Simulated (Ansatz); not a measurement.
**Question.** Each is relaxed and computed with r²SCAN in the plane-wave PAW code Ansatz. Which is the only one with a gap?
(A) Li4Ge2B, R3m (Pearson symbol hR7)
(B) BC5, I-4m2 (B on 2c, C on 4e, C on 2b, C on 4f)
(C) LiMgBN2, I-4m2 (Li on 2d, Mg on 2c, B on 2b, N on 4e)
(D) MgB2, P6/mmm (Mg on 1a, B on 2d)

**Answer.** C, LiMgBN2, I-4m2 (Li on 2d, Mg on 2c, B on 2b, N on 4e). LiMgBN2: gap 2.97 eV (indirect); Li4Ge2B: metal; MgB2: metal; BC5: metal. Standing as an ambient phase not checked: LiMgBN2, I-4m2 (Li on 2d, Mg on 2c, B on 2b, N on 4e); Li4Ge2B, R3m (Pearson symbol hR7); BC5, I-4m2 (B on 2c, C on 4e, C on 2b, C on 4f). Perhaps ordered models of mixed-site phases: LiMgBN2, I-4m2 (Li on 2d, Mg on 2c, B on 2b, N on 4e). All cells were relaxed under the symmetry of their starts (and spin orders); stability against distortions was not tested throughout. Spin–orbit coupling is left out wherever it is not named.

Potentials: the later of the program's two PAW sets.
